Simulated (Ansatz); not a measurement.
Si3Ge in space group P-4m2 (No. 115; Si on 2g, Si on 1a, Ge on 1c) under volume change, DFT-PBEsol in the program Ansatz with PAW potentials, shape and atoms relaxed at each volume.

| V (Å³/atom) | E − E(relaxed) (meV/atom) | P (GPa) |
|---|---|---|
| 18.773 | 54.0 | 10.13 |
| 19.392 | 22.7 | 6.20 |
| 20.011 | 5.4 | 2.85 |
| 20.630 | 0.0 | 0.00 |
| 21.249 | 4.8 | -2.43 |
| 21.868 | 18.3 | -4.49 |
| 22.487 | 39.1 | -6.24 |

### Question
What does a third-order Birch–Murnaghan fit give for V₀, B₀ and B′?

### Answer
V₀ = 20.63 Å³/atom, B₀ = 87.4 GPa, B′ = 4.4.

The start of the workflow was typed in or built on a structure type; neither database checked (COD, Materials Project) lists it. Its standing as an ambient phase is unchecked. Symmetry was held in the PBEsol relaxation; of distortions, only those at the zone centre were tested.

Potentials: the earlier of the program's two PAW sets.
